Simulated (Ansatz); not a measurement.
Here is the system:

W:
```
W
1.0
    5.03231     0.00000     0.00000
    0.00000     5.03231     0.00000
    0.00000     0.00000     5.03231
W
8
Cartesian
  0.00000   0.00000   0.00000
  2.51616   2.51616   2.51616
  0.00000   2.51616   1.25808
  0.00000   2.51616   3.77423
  1.25808   0.00000   2.51616
  3.77423   0.00000   2.51616
  2.51616   3.77423   0.00000
  2.51616   1.25808   0.00000
```

This is the PBEsol-relaxed structure.

Problem. All from plane-wave PAW PBEsol (Ansatz code), unless another level is named. Estimate the Poisson's ratio.

Solution. 0.31.

Problem. Predict the elastic constants (relaxed ions, GPa).

Solution. C11 = 628, C12 = 162, C44 = 101.

Space group Pm-3n (A15 (β-W type)). The workflow started from an entry of the Crystallography Open Database (COD), which files this formula under 6 space groups. It is not the phase usual at ambient conditions (space group No. 229). The PBEsol relaxation kept the symmetry of its start; of distortions, only those at the zone centre were tested. The run is not spin-polarised. As this level gives no gap, shear constants depend on the k-mesh and smearing (Fermi–Dirac, 0.1 eV here). Spin–orbit coupling is left out wherever it is not named.

Potentials: the earlier of the program's two PAW sets.
